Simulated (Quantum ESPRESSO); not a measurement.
AlIn2Hf3Nb2, finding a planted mistake in a log

A calculation, not a measurement. The program is pw.x of Quantum ESPRESSO 7.5 (plane-wave density functional theory). The cell is made up: eight metal atoms on a hexagonal close-packed lattice, with elements, volume, strain and displacements drawn at random and not relaxed, so it may be unstable or far from any real phase. PseudoDojo standard norm-conserving files set the functional (PBE unless stated); there is no spin polarisation or spin-orbit coupling, the Fermi-Dirac width of 0.25 eV means electrons at about 2900 K, and the masses in the input are unused placeholders. Heavy elements are run without spin-orbit coupling, which real alloys of them have. A spin test at this wide smearing found no moment, but such smearing suppresses magnetism that the real alloy may have.

Intended input:

```
&control calculation='scf', pseudo_dir='./dojo.nc.sr.pbe.v0_5.standard.upf', outdir='./o', disk_io='minimal', tprnfor=.true., tstress=.true. /
&system ibrav=0, nat=8, ntyp=4, nbnd=62, ecutwfc=82.02448710, nosym=.true., tot_charge=0,
 occupations='smearing', smearing='fd', degauss=0.0183746611
/
&electrons conv_thr=1.470e-08, electron_maxstep=70, mixing_beta=0.5 /
ATOMIC_SPECIES
Al 1.0 Al.upf
Hf 1.0 Hf.upf
In 1.0 In.upf
Nb 1.0 Nb.upf
CELL_PARAMETERS angstrom
0.0095 0.0673 4.9384
6.0071 -0.0091 0.0116
-3.0114 5.1251 0.0652
ATOMIC_POSITIONS angstrom
Al 0.0026 0.0221 0.0235
In -1.4981 2.5972 0.0235
Hf 2.9659 -0.0067 0.052
In 1.4828 2.5433 0.0002
Nb 0.0336 1.6907 2.4537
Hf -1.5025 4.2852 2.5123
Hf 3.0048 1.7452 2.4627
Nb 1.4854 4.3154 2.5205
K_POINTS automatic
5 5 5 1 1 1
```

The log is shortened where brackets say so; the opening notice, blank lines, dates and the lines on written files are dropped, and the path of the files is cut. It prints rydbergs, bohrs and kilobars, and counts compression as positive stress. Its total energy is the free energy E - TS of the whole cell.

Log of the intended run:

```
     Program PWSCF v.7.5
     Parallel version (MPI & OpenMP), running on       4 processor cores
     Number of MPI processes:                 4
     Threads/MPI process:                     1
     [start-up lines left out]
     bravais-lattice index     =            0
     lattice parameter (alat)  =       9.3331  a.u.
     unit-cell volume          =    1024.8956 (a.u.)^3
     number of atoms/cell      =            8
     number of atomic types    =            4
     number of electrons       =        91.00
     number of Kohn-Sham states=           62
     kinetic-energy cutoff     =      82.0245  Ry
     charge density cutoff     =     328.0979  Ry
     scf convergence threshold =      1.5E-08
     mixing beta               =       0.5000
     number of iterations used =            8  plain     mixing
     Exchange-correlation= PBE
                           (   1   4   3   4   0   0   0)
     [axes and pseudopotential details left out]
   Cartesian axes
     site n.     atom                  positions (alat units)
         1        Al     tau(   1) = (   0.0005264   0.0044747   0.0047582  )
         2        In     tau(   2) = (  -0.3033286   0.5258695   0.0047582  )
         3        Hf     tau(   3) = (   0.6005223  -0.0013566   0.0105287  )
         4        In     tau(   4) = (   0.3002308   0.5149561   0.0000405  )
         5        Nb     tau(   5) = (   0.0068032   0.3423254   0.4968143  )
         6        Hf     tau(   6) = (  -0.3042195   0.8676483   0.5086793  )
         7        Hf     tau(   7) = (   0.6083986   0.3533603   0.4986366  )
         8        Nb     tau(   8) = (   0.3007572   0.8737630   0.5103396  )
     number of k points=    63  Fermi-Dirac smearing, width (Ry)=  0.0184
                       cart. coord. in units 2pi/alat
        k(    1) = (   0.0822454   0.1434465   0.0978964), wk =   0.0320000
        k(    2) = (   0.0825428   0.3363873   0.0952664), wk =   0.0320000
     [further k points left out]
     Dense  grid:   102917 G-vectors     FFT dimensions: (  54,  72,  72)
     Estimated max dynamical RAM per process >     378.19 MB
     Estimated total dynamical RAM >       1.40 GB
     Initial potential from superposition of free atoms
     starting charge      90.9796, renormalised to      91.0000
     Starting wfcs are   72 randomized atomic wfcs
     total cpu time spent up to now is       12.1 secs
     per-process dynamical memory:   307.6 Mb
     Self-consistent Calculation
     iteration #  1     ecut=    82.02 Ry     beta= 0.50
     Davidson diagonalization with overlap
     ethr =  1.00E-02,  avg # of iterations =  2.7
     total cpu time spent up to now is       38.5 secs
     total energy              =    -857.64079512 Ry
     estimated scf accuracy    <       0.96594990 Ry
     iteration #  2     ecut=    82.02 Ry     beta= 0.50
     Davidson diagonalization with overlap
     ethr =  1.06E-03,  avg # of iterations =  6.4
     total cpu time spent up to now is       70.9 secs
     total energy              =    -857.29567032 Ry
     estimated scf accuracy    <       7.32740010 Ry
     [iterations 3 to 12 left out]
     iteration # 13     ecut=    82.02 Ry     beta= 0.50
     Davidson diagonalization with overlap
     ethr =  2.81E-11,  avg # of iterations =  3.3
     total cpu time spent up to now is      360.1 secs
     total energy              =    -858.10191826 Ry
     estimated scf accuracy    <       0.00000005 Ry
     iteration # 14     ecut=    82.02 Ry     beta= 0.50
     Davidson diagonalization with overlap
     ethr =  2.81E-11,  avg # of iterations =  2.0
     total cpu time spent up to now is      383.3 secs
     End of self-consistent calculation
     [lines on levels left out]
!    total energy              =    -858.10191827 Ry
     estimated scf accuracy    <          5.5E-09 Ry
     smearing contrib. (-TS)   =      -0.09578628 Ry
     internal energy E=F+TS    =    -858.00613199 Ry
     The total energy is F=E-TS. E is the sum of the following terms:
     one-electron contribution =    -157.50145552 Ry
     hartree contribution      =     133.46698784 Ry
     xc contribution           =    -220.69822504 Ry
     ewald contribution        =    -613.27343927 Ry
     convergence has been achieved in  14 iterations
     Forces acting on atoms (cartesian axes, Ry/au):
     atom    1 type  1   force =    -0.01682785   -0.00602970   -0.00813332
     atom    2 type  3   force =    -0.00349370   -0.02152255   -0.00581794
     atom    3 type  2   force =     0.02889955   -0.00232307   -0.02353555
     atom    4 type  3   force =    -0.00032202    0.01738134    0.00130341
     atom    5 type  4   force =    -0.01208661   -0.00485549    0.01001949
     atom    6 type  2   force =    -0.01643340    0.00701351    0.00918857
     atom    7 type  2   force =     0.00748178    0.00086055    0.01756779
     atom    8 type  4   force =     0.01278226    0.00947542   -0.00059246
     Total force =     0.062338     Total SCF correction =     0.000187
     Computing stress (Cartesian axis) and pressure
          total   stress  (Ry/bohr**3)                   (kbar)     P=      106.47
   0.00063972   0.00008773  -0.00002641           94.11       12.91       -3.88
   0.00008773   0.00093138  -0.00011765           12.91      137.01      -17.31
  -0.00002641  -0.00011765   0.00060012           -3.88      -17.31       88.28
     init_run     :     11.46s CPU     11.89s WALL (       1 calls)
     electrons    :    368.57s CPU    371.26s WALL (       1 calls)
     forces       :      3.47s CPU      3.50s WALL (       1 calls)
     stress       :     12.41s CPU     12.72s WALL (       1 calls)
     [timing details left out]
     PWSCF        :   6m36.22s CPU   6m39.72s WALL
     JOB DONE.
```

A second run was made from an input with one planted mistake. Its log:

```
     Program PWSCF v.7.5
     Parallel version (MPI & OpenMP), running on       4 processor cores
     Number of MPI processes:                 4
     Threads/MPI process:                     1
     [start-up lines left out]
     bravais-lattice index     =            0
     lattice parameter (alat)  =       9.3331  a.u.
     unit-cell volume          =    1024.8956 (a.u.)^3
     number of atoms/cell      =            8
     number of atomic types    =            4
     number of electrons       =        91.00
     number of Kohn-Sham states=           62
     kinetic-energy cutoff     =      82.0245  Ry
     charge density cutoff     =     328.0979  Ry
     scf convergence threshold =      1.5E-08
     mixing beta               =       0.5000
     number of iterations used =            8  plain     mixing
     Exchange-correlation= PBE
                           (   1   4   3   4   0   0   0)
     [axes and pseudopotential details left out]
   Cartesian axes
     site n.     atom                  positions (alat units)
         1        Al     tau(   1) = (   0.0005264   0.0044747   0.0047582  )
         2        In     tau(   2) = (  -0.3033286   0.5258695   0.0047582  )
         3        Hf     tau(   3) = (   0.6005223  -0.0013566   0.0105287  )
         4        In     tau(   4) = (   0.2840327   0.5149561   0.0000405  )
         5        Nb     tau(   5) = (   0.0068032   0.3423254   0.4968143  )
         6        Hf     tau(   6) = (  -0.3042195   0.8676483   0.5086793  )
         7        Hf     tau(   7) = (   0.6083986   0.3533603   0.4986366  )
         8        Nb     tau(   8) = (   0.3007572   0.8737630   0.5103396  )
     number of k points=    63  Fermi-Dirac smearing, width (Ry)=  0.0184
                       cart. coord. in units 2pi/alat
        k(    1) = (   0.0822454   0.1434465   0.0978964), wk =   0.0320000
        k(    2) = (   0.0825428   0.3363873   0.0952664), wk =   0.0320000
     [further k points left out]
     Dense  grid:   102917 G-vectors     FFT dimensions: (  54,  72,  72)
     Estimated max dynamical RAM per process >     378.19 MB
     Estimated total dynamical RAM >       1.40 GB
     Initial potential from superposition of free atoms
     starting charge      90.9796, renormalised to      91.0000
     Starting wfcs are   72 randomized atomic wfcs
     total cpu time spent up to now is       12.0 secs
     per-process dynamical memory:   298.2 Mb
     Self-consistent Calculation
     iteration #  1     ecut=    82.02 Ry     beta= 0.50
     Davidson diagonalization with overlap
     ethr =  1.00E-02,  avg # of iterations =  2.7
     total cpu time spent up to now is       38.1 secs
     total energy              =    -857.66152571 Ry
     estimated scf accuracy    <       0.92750540 Ry
     iteration #  2     ecut=    82.02 Ry     beta= 0.50
     Davidson diagonalization with overlap
     ethr =  1.02E-03,  avg # of iterations =  6.5
     total cpu time spent up to now is       70.0 secs
     total energy              =    -857.33353878 Ry
     estimated scf accuracy    <       6.90108092 Ry
     [iterations 3 to 13 left out]
     iteration # 14     ecut=    82.02 Ry     beta= 0.50
     Davidson diagonalization with overlap
     ethr =  2.03E-10,  avg # of iterations =  1.9
     total cpu time spent up to now is      380.6 secs
     total energy              =    -858.09999765 Ry
     estimated scf accuracy    <       0.00000002 Ry
     iteration # 15     ecut=    82.02 Ry     beta= 0.50
     Davidson diagonalization with overlap
     ethr =  2.02E-11,  avg # of iterations =  3.2
     total cpu time spent up to now is      412.9 secs
     End of self-consistent calculation
     [lines on levels left out]
!    total energy              =    -858.09999765 Ry
     estimated scf accuracy    <          4.0E-09 Ry
     smearing contrib. (-TS)   =      -0.09576153 Ry
     internal energy E=F+TS    =    -858.00423612 Ry
     The total energy is F=E-TS. E is the sum of the following terms:
     one-electron contribution =    -157.90109584 Ry
     hartree contribution      =     133.66373701 Ry
     xc contribution           =    -220.70026819 Ry
     ewald contribution        =    -613.06660911 Ry
     convergence has been achieved in  15 iterations
     Forces acting on atoms (cartesian axes, Ry/au):
     atom    1 type  1   force =    -0.01861882   -0.01069169   -0.00813121
     atom    2 type  3   force =    -0.01827463   -0.02183150   -0.00576039
     atom    3 type  2   force =     0.02530614    0.00823914   -0.02323433
     atom    4 type  3   force =     0.02581394    0.01188798    0.00085540
     atom    5 type  4   force =    -0.01491322   -0.00782721    0.01048661
     atom    6 type  2   force =    -0.01723483    0.00707557    0.00918545
     atom    7 type  2   force =     0.00446657    0.00338634    0.01721492
     atom    8 type  4   force =     0.01345486    0.00976137   -0.00061645
     Total force =     0.069692     Total SCF correction =     0.000149
     Computing stress (Cartesian axis) and pressure
          total   stress  (Ry/bohr**3)                   (kbar)     P=      107.12
   0.00065328   0.00009776  -0.00003190           96.10       14.38       -4.69
   0.00009776   0.00093621  -0.00011603           14.38      137.72      -17.07
  -0.00003190  -0.00011603   0.00059507           -4.69      -17.07       87.54
     init_run     :     11.18s CPU     11.61s WALL (       1 calls)
     electrons    :    399.64s CPU    401.07s WALL (       1 calls)
     forces       :      6.68s CPU      6.71s WALL (       1 calls)
     stress       :     17.74s CPU     18.08s WALL (       1 calls)
     [timing details left out]
     PWSCF        :   7m15.65s CPU   7m17.95s WALL
     JOB DONE.
```

Question: the log repeats what the program read. Compare it with the intended run: what was wrong in the second input?

Answer: one coordinate of one atom is wrong. The input lines that differ:

```
- In 1.4828 2.5433 0.0002
+ In 1.4028 2.5433 0.0002
```

|  | intended run | run with the mistake |
| --- | --- | --- |
| free energy (eV) | -11675.071 | -11675.045 |
| entropy term -TS, part of it (eV) | -1.303 | -1.303 |
| pressure (GPa) | 10.65 | 10.71 |
| size of the largest force component (eV/Å) | 0.743 | 0.664 |
| largest change of a force component (eV/Å) |  | 0.672 |
| iterations | 14 | 15 |

For scale, a rerun of the intended cell at a higher cutoff and on a denser mesh moved values by no more than 0.002 eV in energy, 0.04 GPa in stress and 0.005 eV/Å in force, and a second program with other atomic files agreed on that cell to 2 % rms in force and 0.5 GPa in pressure.